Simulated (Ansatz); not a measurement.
Consider a crystal of Cs₂Be₃ in space group Pm-3m (No. 221), with Cs on 1b and 1a; Be on 3c.

Level of theory: Ansatz 0.2.0, DFT PBE, scalar-relativistic, plane waves, PAW. Cutoff 420 eV, Γ-centred mesh, Gaussian smearing, no spin polarisation.

Formation energies are uncorrected and refer to the elements' standard structures at the same level.

Question: Which cell and coordinates does it relax to?

Answer:

Space group Pm-3m (No. 221). a = 6.411 Å, b = 6.411 Å, c = 6.411 Å, α = 90.00°, β = 90.00°, γ = 90.00°
```tsv
atom	site	symmetry	x	y	z
Cs	1b	m-3m	0.5000	0.5000	0.5000
Cs	1a	m-3m	0.0000	0.0000	0.0000
Be	3c	4/mm.m	0.0000	0.5000	0.5000
```

Cs on its first site is surrounded by 6 Be at 3.21 Å; Cs on its second site is surrounded by 12 Be at 4.53 Å; Be has 2 Cs at 3.21 Å, 4 Cs at 4.53 Å and 8 Be at 4.53 Å.

Question: And its energy and gap?

Answer: The energy over the elements is +1.84 eV/atom. The gap on the 6×6×6 mesh of the 5-atom cell is 0 eV (a metal). A positive value: parting into the elements would lower its energy.

The last run used Gaussian smearing of 0.10 eV. Symmetry constrained the relaxation, so the result can be a saddle point.
